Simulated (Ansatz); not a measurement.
**Si₇B: zone-centre modes**

All numbers below come from Ansatz, DFT PBE, scalar-relativistic, plane waves, PAW. Cutoff 420 eV, 6×6×6 k-points (Γ-centred), Gaussian smearing of 0.10 eV. No spin polarisation. Phonons by linear response, acoustic sum rule imposed.

The cell, relaxed at this level:
```xyz
8
Lattice="5.2640 0.0000 0.0000 0.0000 5.2640 0.0000 0.0000 0.0000 5.2640" Properties=species:S:1:pos:R:3 pbc="T T T"
Si    1.1942    1.1942    1.1942
Si    0.0000    2.6320    2.6320
Si    2.6320    2.6320    0.0000
Si    2.6320    0.0000    2.6320
Si    4.0698    1.1942    4.0698
Si    4.0698    4.0698    1.1942
Si    1.1942    4.0698    4.0698
B     0.0000    0.0000    0.0000
```

The structure comes from a generated guess, relaxed at this level; another structure or a mixture of phases may lie lower. In a metal, frequencies depend on the k mesh and the smearing, soft modes most.

Task: Is this structure stable against zone-centre distortions?

Result: Yes, at Γ: no optical mode is imaginary. Strains and other wave vectors aren't tested by this run.

Task: List the optical modes at Γ (i marks imaginary ones).

Result:
```
frequency (meV)  degeneracy
           19.4           3
           22.1           3
           48.4           2
           48.5           1
           50.5           3
           53.2           3
           55.8           3
           74.6           3
```
